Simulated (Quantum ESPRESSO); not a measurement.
# Band energies of KCdF$_{3}$

```xyz
5
Lattice="4.3821 0.0000 0.0000 0.0000 4.3821 0.0000 0.0000 0.0000 4.3821" Properties=species:S:1:pos:R:3 pbc="T T T"
F      0.0000     2.1910     2.1910
F      2.1910     0.0000     2.1910
F      2.1910     2.1910     0.0000
K      0.0000     0.0000     0.0000
Cd     2.1910     2.1910     2.1910
```

norm-conserving PBEsol (Quantum ESPRESSO, 102 Ry, without SOC); path ΓXMΓRX,MR; energies in eV from the valence-band maximum.

| k (1/Å) | point | band 21 | band 22 | band 23 | band 24 | band 25 | band 26 | band 27 | band 28 |
|---|---|---|---|---|---|---|---|---|---|
| 0.00 | Γ | -1.82 | -1.82 | -1.77 | -1.77 | -1.77 | 3.00 | 8.23 | 8.23 |
| 0.24 |  | -1.83 | -1.81 | -1.81 | -1.74 | -1.74 | 3.46 | 8.21 | 8.39 |
| 0.48 |  | -1.83 | -1.83 | -1.82 | -1.66 | -1.66 | 4.60 | 7.62 | 8.75 |
| 0.72 | X | -1.83 | -1.83 | -1.74 | -1.61 | -1.61 | 5.54 | 6.90 | 8.94 |
| 1.08 |  | -1.95 | -1.75 | -1.64 | -1.54 | -0.68 | 6.04 | 7.42 | 9.26 |
| 1.25 |  | -1.98 | -1.69 | -1.66 | -1.45 | -0.18 | 6.58 | 8.01 | 8.90 |
| 1.43 | M | -2.02 | -1.66 | -1.66 | -1.41 | 0.00 | 6.91 | 8.59 | 8.59 |
| 1.60 |  | -1.98 | -1.67 | -1.67 | -1.45 | -0.16 | 6.55 | 8.27 | 8.66 |
| 1.94 |  | -1.91 | -1.74 | -1.72 | -1.69 | -1.11 | 4.72 | 8.32 | 8.69 |
| 2.11 |  | -1.87 | -1.78 | -1.78 | -1.74 | -1.51 | 3.86 | 8.37 | 8.49 |
| 2.28 |  | -1.84 | -1.81 | -1.81 | -1.76 | -1.71 | 3.23 | 8.30 | 8.30 |
| 2.45 | Γ | -1.82 | -1.82 | -1.77 | -1.77 | -1.77 | 3.00 | 8.23 | 8.23 |
| 2.63 |  | -1.83 | -1.83 | -1.80 | -1.73 | -1.73 | 3.26 | 8.31 | 8.31 |
| 2.80 |  | -1.84 | -1.84 | -1.74 | -1.59 | -1.59 | 3.92 | 8.54 | 8.54 |
| 2.98 |  | -1.84 | -1.84 | -1.66 | -1.33 | -1.33 | 4.82 | 8.77 | 8.77 |
| 3.16 |  | -1.75 | -1.75 | -1.57 | -0.92 | -0.92 | 5.79 | 8.67 | 8.67 |
| 3.51 |  | -1.45 | -1.45 | -1.42 | -0.13 | -0.13 | 7.36 | 7.83 | 7.83 |
| 3.69 | R | -1.40 | -1.40 | -1.40 | 0.00 | 0.00 | 7.67 | 7.67 | 7.67 |
| 3.83 |  | -1.44 | -1.43 | -1.41 | -0.13 | -0.04 | 7.48 | 7.74 | 7.79 |
| 4.12 |  | -1.73 | -1.57 | -1.49 | -0.95 | -0.39 | 6.64 | 7.81 | 8.58 |
| 4.27 |  | -1.91 | -1.61 | -1.54 | -1.40 | -0.70 | 6.21 | 7.54 | 9.07 |
| 4.41 |  | -1.93 | -1.67 | -1.62 | -1.58 | -1.06 | 5.86 | 7.22 | 9.20 |
| 4.56 |  | -1.95 | -1.79 | -1.62 | -1.60 | -1.45 | 5.62 | 6.98 | 9.01 |
| 4.70 | X | -1.83 | -1.83 | -1.74 | -1.61 | -1.61 | 5.54 | 6.90 | 8.94 |
| 4.70 | M | -2.02 | -1.66 | -1.66 | -1.41 | 0.00 | 6.91 | 8.59 | 8.59 |
| 4.88 |  | -1.99 | -1.64 | -1.64 | -1.41 | 0.00 | 6.97 | 8.42 | 8.42 |
| 5.06 |  | -1.56 | -1.56 | -1.41 | -0.98 | 0.00 | 7.17 | 8.08 | 8.08 |
| 5.42 | R | -1.40 | -1.40 | -1.40 | 0.00 | 0.00 | 7.67 | 7.67 | 7.67 |

The PBEsol gap is indirect, 3.00 eV, from R to Γ; the smallest direct gap is 4.77 eV.

Spin-orbit splittings are left out. The cell is held in this high symmetry; tilts and polar distortions were not searched.

Geometry of the Materials Project entry, not relaxed at this level.

The structure is a Materials Project entry; no match was found in the copy of COD used, and its stability was not checked.
